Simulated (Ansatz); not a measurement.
ZrO2:
```cif
data_O8Zr4
_chemical_formula_sum 'Zr4 O8'
_space_group_name_H-M_alt 'Fm-3m'
_space_group_IT_number 225
_space_group_name_Hall '-F 4 2 3'
_cell_length_a 5.08940
_cell_length_b 5.08940
_cell_length_c 5.08940
_cell_angle_alpha 90.000
_cell_angle_beta 90.000
_cell_angle_gamma 90.000
loop_
_atom_site_label
_atom_site_type_symbol
_atom_site_symmetry_multiplicity
_atom_site_Wyckoff_symbol
_atom_site_fract_x
_atom_site_fract_y
_atom_site_fract_z
_atom_site_occupancy
Zr1 Zr 4 a 0.00000 0.00000 0.00000 1
O1 O 8 c 0.25000 0.25000 0.25000 1
```
(The calculation used a cell of 3 atoms; values per cell refer to that cell.)

Relaxed with r²SCAN. 

Q: HSE06 on this cell (Ansatz, an electronic-structure program, PAW) gives a gap of 4.98 eV. What does r²SCAN give?

A: 3.89 eV.

Cost on shared cores: the r²SCAN run (SCF on a 9×9×9 mesh, then bands and DOS) very roughly 12 core-seconds, the HSE06 run (SCF on 7×7×7, then a few points) roughly 110 core-seconds; the tasks are unlike.

This is a known high-temperature phase of the composition, computed here at zero pressure and temperature. The cell was relaxed with r²SCAN under the symmetry of its start; its stability against distortions is not shown here. No spin polarisation was allowed. Spin–orbit coupling is left out wherever it is not named.

Potentials: the later of the program's two PAW sets.

Ansatz is a plane-wave DFT program.
